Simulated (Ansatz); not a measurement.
Values for one crystal, relaxed and computed with r²SCAN (plane waves, PAW; program Ansatz); other levels are named.

* **Volume per atom**: 14.90 Å³
* **Electronic character**: metallic (no gap)
* **Density of states at the Fermi level**: 0.98 states/eV per atom (mean over ±0.08 eV)
* **Formation energy from the elements (no fitted shifts)**: -0.15 eV/atom

Question: Which compound is it?
A) YPb2, Cmcm (Y on 4c, Pb on 4c, Pb on 4c)
B) BaSr4, R-3m (Ba on 3a, Sr on 6c, Sr on 6c)
C) Li3Ag, Fm-3m (Li on 8c, Li on 4b, Ag on 4a)
D) TaOs3, Cu3Au type

Answer: D, TaOs3, Cu3Au type

Space group Pm-3m (Cu3Au type). The workflow started from a Materials Project entry (that database holds measured and hypothetical structures alike); the Crystallography Open Database copy checked does not list it. With Ta and Os taken as one species the cell has the higher symmetry Fm-3m, so it may be an ordered model of a mixed-site phase. Whether it is the stable phase at ambient conditions was not checked. Symmetry was held in the r²SCAN relaxation; whether a distortion lowers the energy is not shown. No spin polarisation was allowed. The references are the lowest solids computed at this level, not always the standard phases. Spin–orbit coupling is left out wherever it is not named.

Potentials: the later of the program's two PAW sets.
